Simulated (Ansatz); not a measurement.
According to DFT-PBE in the program Ansatz with PAW potentials, MoW in the CsCl type structure (Pm-3m) relaxes to a = 3.172 Å. Its formation energy from the elements is -0.013 eV/atom, with no fitted shifts.

Electronic character: metallic (no gap). Gap from PBE with spin–orbit coupling: none (metallic).

The bulk modulus is 280 GPa.

The start of the workflow was typed in or built on a structure type; neither database checked (COD, Materials Project) lists it. Its standing as an ambient phase is unchecked. The PBE relaxation kept the symmetry of its start; its stability against distortions is not shown here. The run is not spin-polarised. The references are the lowest solids computed at this level, not always the standard phases. Spin–orbit coupling is left out wherever it is not named.

Potentials: the later of the program's two PAW sets.
